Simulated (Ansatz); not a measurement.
Relaxed candidate structures of BaS₂:

A. P4₁2₁2 (No. 92), tP12; a = b = 5.6853 Å, c = 11.7284 Å, α = β = γ = 90.00°; Ba 4a (0.087, 0.087, 0.500); S 8b (0.084, 0.168, 0.227)

B. Amm2 (No. 38), oS6; a = 4.2597 Å, b = 5.2767 Å, c = 8.1453 Å, α = 90.00°, β = 90.00°, γ = 90.00°; Ba 2a (0.000, 0.000, 0.798); S 4e (0.500, 0.200, 0.061)

C. C2/c (No. 15), mS12; a = 9.356 Å, b = 4.784 Å, c = 9.075 Å, α = γ = 90.00°, β = 118.32°; Ba 4e (0.000, 0.143, 0.750); S 8f (0.161, 0.647, 0.021)

D. C222₁ (No. 20), oS24; a = 6.1655 Å, b = 15.2033 Å, c = 7.5256 Å, α = β = γ = 90.00°; S 4b (0.000, 0.329, 0.250); S 4a (0.242, 0.000, 0.000); S 8c (0.271, 0.160, 0.008); Ba 8c (0.226, 0.137, 0.431)

E. Cmmm (No. 65), oS6; a = 4.9049 Å, b = 8.2163 Å, c = 4.2922 Å, α = 90.00°, β = 90.00°, γ = 90.00°; S 4e (0.250, 0.250, 0.000); Ba 2d (0.500, 0.500, 0.500)

Problem. Order them by energy per atom (lowest first) at the level r2SCAN (plane waves to 500 eV, PAW, scalar-relativistic; Ansatz, an electronic-structure program).

Solution. C (reference, the lowest of the structures calculated here), B (+0.069 eV/atom), A (+0.096 eV/atom), E (+0.21 eV/atom), D (+0.357 eV/atom)

Problem. Which candidates are metallic at this level, and what gaps do the others have?

Solution. No gap: E. A: 2.57 eV (no spin-orbit coupling); B: 1.27 eV (no spin-orbit coupling); C: 1.95 eV (no spin-orbit coupling); D: 2.14 eV (no spin-orbit coupling).

 2 generated cells of layers, chains or molecules, poorly bound without dispersion, are left out. Each run could gain symmetry but not lose that of its start, so entries can be saddle points. From databases, or of a type measured for this composition: C2/c, mS12; the others are generated cells (placed on structure types, drawn at random, substituted or restacked) that were not matched to a known phase here. Static energies at zero pressure. The runs use different k-meshes, so differences are rounded accordingly. No spin polarisation in the result. Gaps of cells over 8 atoms come from the SCF mesh and high-symmetry points alone.
